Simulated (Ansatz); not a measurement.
Si (simple cubic): energy against volume

These are results of DFT, LDA (PW92), plane waves (420 eV) with PAW, scalar-relativistic in Ansatz 0.2.0, not measurements. The PAW files were generated under PBE, with cores re-solved for the functional.

The cell is scaled uniformly from the relaxed one, with fractional coordinates and shape fixed. Energies are extrapolated to zero smearing, pressures are those at the given smearing. Magnetic state: spin not included.

A Birch-Murnaghan fit gives V₀ = 15.67 Å³/atom, B₀ = 111 GPa, B₀′ = 4.4.

Problem. What are the energy above the minimum and the pressure at 14.366 Å³/atom?

Solution. 43.9 meV/atom and 11.62 GPa as computed.

Problem. What are the energy above the minimum and the pressure at 16.865 Å³/atom?

Solution. 27.6 meV/atom and -6.87 GPa as computed.

Problem. What are the energy above the minimum and the pressure at 17.490 Å³/atom?

Solution. 59.9 meV/atom and -9.47 GPa as computed.
